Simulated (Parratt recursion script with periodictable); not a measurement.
**Sharing the period between Si and Mo in a mirror for 13.5 nm**

| layer, from the top | thickness (Å) | density (g/cm³) | rms roughness of its top face (Å) | δ at 13.5 nm | β at 13.5 nm |
|---|---|---|---|---|---|
| Si (in each period) | varied | 2.313 | 3 | 9.927 × 10⁻⁴ | 0.001813 |
| Mo (in each period) | varied | 10.026 | 3 | 0.07476 | 0.006314 |
| Si (substrate) | – | 2.313 | 3 | 9.927 × 10⁻⁴ | 0.001813 |

The refractive index is n = 1 − δ + iβ; the runs take δ and β at each wavelength of the scan. Vacuum lies above.

Densities are inputs, not measurements. They were set from computed cells of the Materials Project: Si from entry mp-149 (Fd-3m, 2.313 g/cm³); Mo from entry mp-129 (Im-3m, 10.026 g/cm³). A layer's crystal structure does not enter its constants, only its composition and density.

Method: EUV and soft X-ray reflectivity, Parratt recursion, Névot-Croce roughness, Henke tables (Parratt recursion script with periodictable 1.7.1).

Light falls at α = 15° from the surface normal. R is the mean of s and p polarisation. The wavelength is scanned from 12.42 to 14.58 nm in 161 evenly spaced points, without smoothing. The peak is the highest scan point; its wavelength and height come from a parabola through R at that point and its two neighbours.

The pair is repeated 10 times. The runs differ in the two thicknesses alone; Γ is the share of Mo in the period D.

| Si (Å) | Mo (Å) | Γ | peak λ (nm) | peak R (%) |
|---|---|---|---|---|
| 50.4 | 21.6 | 0.30 | 13.609 | 22.6 |
| 43.2 | 28.8 | 0.40 | 13.520 | 28.8 |
| 36 | 36 | 0.50 | ? | ? |
| 28.8 | 43.2 | 0.60 | 13.363 | 28.3 |

### Question
Estimate the peak wavelength and height at Γ = 0.50.

### Answer
Wavelength: with δ̄ the thickness-weighted δ at 13.5 nm and α the angle from the normal (sin²α = 0.0670), λ ≈ 2D[(1 − δ̄)² − sin²α]^½.

| Γ | D (Å) | δ̄ | λ by hand (nm) | run minus hand (nm) |
|---|---|---|---|---|
| 0.40 | 72 | 0.0305 | 13.454 | 0.066 |
| 0.50 | 72 | 0.0379 | 13.343 | to find |
| 0.60 | 72 | 0.0453 | 13.233 | 0.130 |

The difference, interpolated in Γ, is 0.098 nm, so λ ≈ 13.343 + 0.098 = 13.441 nm.

Height: the parabola through the rows at Γ = 0.30, 0.40, 0.60 has weights −0.333, 1.000, 0.333 at Γ = 0.50, which give 30.7 %.

The run gave 13.439 nm and 30.7 %, so the estimates miss by 0.002 nm and 0.0 points. Of these 4 runs, Γ = 0.50 has the highest peak.
